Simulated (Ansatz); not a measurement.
Relaxed CdTe (zinc blende):

```
CdTe
1.0
    0.00000     6.61805     6.61805
    3.30902     0.00000     3.30902
    3.30902     3.30902     0.00000
Te Cd
2 2
Direct
  0.37500   0.75000   0.75000
  0.87500   0.75000   0.75000
  0.00000   0.00000   0.00000
  0.50000   0.00000   0.00000
```

A phonon eigenvector at L = (0.5, 0.0, 0.0) is frozen into this cell: atom i moves by Q times the vector below, so Q is the largest atomic displacement, in Å. The cell is held. It is one choice among 2 degenerate patterns. (q is in reciprocal vectors of the primitive cell; the cell shown is doubled to hold the pattern.)

| atom | x | y | z |
|---|---|---|---|
| Te1 | -0.285 | 0.520 | -0.805 |
| Te2 | 0.285 | -0.520 | 0.805 |
| Cd3 | -0.281 | 0.512 | -0.793 |
| Cd4 | 0.281 | -0.512 | 0.793 |

These are PBE (plane waves to 420 eV, PAW, scalar-relativistic; Ansatz, an electronic-structure program) values and carry that method's errors. k mesh 9×9×9 (Γ-centred), Fermi-Dirac smearing 0.05 eV. E stands for the smeared free energy. CdTe was relaxed with its symmetry unable to fall. Spin-orbit coupling is left out, though Te is heavy. The zero of ΔE is the undisplaced structure.

| Q (Å) | ΔE (meV/cell) |
|---|---|
| -0.1000 | 155.4 |
| -0.0833 | 107.2 |
| -0.0667 | 68.2 |
| -0.0500 | 38.2 |
| -0.0333 | withheld |
| -0.0167 | 4.2 |
| 0.0000 | 0.0 |
| 0.0167 | 4.2 |
| 0.0333 | withheld |
| 0.0500 | 38.2 |
| 0.0667 | 68.2 |
| 0.0833 | 107.2 |
| 0.1000 | 155.4 |

Fit an even polynomial form (powers 2, 4) to the given rows and predict ΔE at Q = 0.0333.

Least squares on the 11 given rows: ΔE = (15190)·Q² + (35200)·Q⁴, in meV/cell with Q in Å; root-mean-square residual 0.06 meV/cell. At 0.0333 the fit gives 16.9 meV/cell; the calculation gives 16.9 meV/cell, the same to the digits shown. The quadratic term alone would give 16.8 meV/cell.

(A displaced cell: forces are minus the slopes of the energy, force constants its curvatures, and phonons follow from these.)
